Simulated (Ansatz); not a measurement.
# Nb (Fm-3m), stationary points along a deformation path

Level of theory: Ansatz, DFT LDA, scalar-relativistic, plane waves, PAW. The runs took a 420 eV cutoff, a Γ-centred 22×22×22 mesh and Gaussian smearing (0.15 eV). No spin polarisation. Energies are free energies at this smearing, counted from the undisturbed cell; pressure is positive in compression.

Reference structure (as given, not relaxed at this level; it stands at -10.5 GPa; this fcc form isn't the usual structure):

```
Nb
1.0
     0.00000    2.11500    2.11500
     2.11500    0.00000    2.11500
     2.11500    2.11500    0.00000
Nb
1
Direct
  0.00000 0.00000 0.00000
```

At fixed volume and fractional coordinates, lengths along (0.000, 0.000, 1.000) are scaled against those across it; ρ is that ratio over its starting value. V = 18.922 Å³/atom. Δσ is the stress along the axis less the mean stress across it (compression positive).

```csv
ρ,ΔE (meV/atom),Δσ (GPa),space group
0.707,-311.5,0.01,Im-3m
0.780,-271.9,-10.36,I4/mmm
0.850,-175.0,-17.35,I4/mmm
0.920,-64.2,-16.59,I4/mmm
1.000,0.0,0.00,Fm-3m
1.200,-161.8,9.61,I4/mmm
1.300,-184.8,-2.90,I4/mmm
1.414,-123.6,-16.10,I4/mmm
```

How does the stress give the slope of the energy, and where is the energy stationary?

Along the path d ln(length) is 2/3 d ln ρ on the axis and −1/3 d ln ρ across it, so dE/d ln ρ = −(2/3) V Δσ: the energy falls with ρ where Δσ is positive. Δσ vanishes or changes sign at ρ = 0.707 (Im-3m, an end of the scan), at -311.5 meV/atom; at ρ = 1.000 (Fm-3m), a maximum at 0.0 meV/atom; between ρ = 1.200 and 1.300, a minimum (near 1.28 by linear interpolation). Pairs of stationary points between two samples would go unseen, and could change a minimum read from distant neighbours into a maximum. At ρ = 0.707, 1.000 the cell is cubic, where symmetry alone makes the stress isotropic and the slope zero.

Integrate that slope from ρ = 1 to 0.780 by the trapezoid rule.

With V/N in Å³ and 1 eV/Å³ = 160.2 GPa the slopes at ρ = 1.000, 0.920, 0.850, 0.780 are 0, 1306, 1366, 816 meV/atom per unit of ln ρ. The steps add (-54.4) + (-105.7) + (-93.7) = -253.9 meV/atom, against -271.9 from the energies; the trapezoid rule misses the curvature of the slope within each step.

Is the start the lowest point of the path?

No: ρ = 0.707 lies 311.5 meV/atom lower, with no sampled rise above the start on the way. Volume and inner coordinates are held, so a relaxed structure there would lie lower still.

In a metal these slopes depend on the k mesh and the smearing.